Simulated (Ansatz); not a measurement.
Al2Au, first-principles data

Al$_{2}$Au:
```
CELL_PARAMETERS angstrom
     -1.83407     1.83407     3.85804
      1.83407    -1.83407     3.85804
      1.83407     1.83407    -3.85804
ATOMIC_POSITIONS crystal
  Au 0.00000 0.00000 0.00000
  Al 0.33556 0.33556 0.00000
  Al 0.66444 0.66444 0.00000
```

Space group I4/mmm (No. 139), MoSi2 or CaC2 type; conventional cell a = b = 3.6681 Å, c = 7.7161 Å, α = β = γ = 90.00°.

Method: PBE in the plane-wave PAW code Ansatz. Structure relaxed to zero pressure with the same functional. Other levels are named where they apply.

**Cell and energy**

Volume per atom: 17.30 Å³
Density: 8.03 g/cm³
Formation energy from the elements (no fitted shifts): -0.20 eV/atom

**Electronic structure**

Electronic character: metallic (no gap)
Density of states at the Fermi level: 0.29 states/eV per atom (mean over ±0.08 eV)

**Mechanics**

* **Bulk modulus (Birch–Murnaghan fit)**: 88.0 GPa
* **Pressure derivative B′**: 5.6

The cell is a constructed one: a structure type filled with these elements; neither database checked (COD, Materials Project) lists it. COD files the formula under space group No. 225, so this cell is another polymorph or a model. Whether it is the stable phase at ambient conditions was not checked. The PBE relaxation kept the symmetry of its start; whether a distortion lowers the energy is not shown. Axis ratios of metals converge slowly with the k-mesh, so a and c are less sure than the volume. The references are the lowest solids computed at this level, not always the standard phases. Scalar-relativistic: spin–orbit coupling is off unless named, which matters more the heavier the elements.

Potentials: the earlier of the program's two PAW sets.
